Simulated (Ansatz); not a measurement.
Si6BAs:
```cif
data_AsBSi6
_chemical_formula_sum 'B1 Si6 As1'
_space_group_name_H-M_alt 'P 1'
_space_group_IT_number 1
_cell_length_a 6.43840
_cell_length_b 6.43840
_cell_length_c 6.43840
_cell_angle_alpha 131.746
_cell_angle_beta 131.746
_cell_angle_gamma 70.631
loop_
_space_group_symop_operation_xyz
  'x, y, z'
loop_
_atom_site_label
_atom_site_type_symbol
_atom_site_fract_x
_atom_site_fract_y
_atom_site_fract_z
_atom_site_occupancy
B1 B 0.00000 0.00000 0.00000 1
Si1 Si 0.33595 0.33595 0.43626 1
Si2 Si 0.75000 0.25000 0.50000 1
Si3 Si 0.10032 0.66405 0.00000 1
Si4 Si 0.25000 0.75000 0.50000 1
Si5 Si 0.66405 0.10032 0.00000 1
As1 As 0.50000 0.50000 0.00000 1
Si6 Si 0.89968 0.89968 0.56374 1
```

Relaxed with r²SCAN. The program Ansatz at the r²SCAN level (PAW) gives a gap of 0.09 eV.

**Question.** What gap does HSE06 give on the same cell (Ansatz, PAW)?

**Answer.** 0.47 eV, 0.38 eV more. The hybrid was solved on a coarser mesh and at special points; the gap given is the minimum over both.

Cost on shared cores: the r²SCAN run (SCF on a 8×8×8 mesh, then bands and DOS) about 6 core-minutes (a rough figure), the HSE06 run (SCF on 5×5×5, then a few points) about 9 core-minutes (a rough figure); the tasks are unlike.

Space group I-42m. The start of the workflow was typed in or built on a structure type; neither database checked (COD, Materials Project) lists it. Its standing as an ambient phase is unchecked. The r²SCAN relaxation kept the symmetry of its start; its stability against distortions is not shown here. Spin–orbit coupling is left out wherever it is not named.

Potentials: the earlier of the program's two PAW sets.
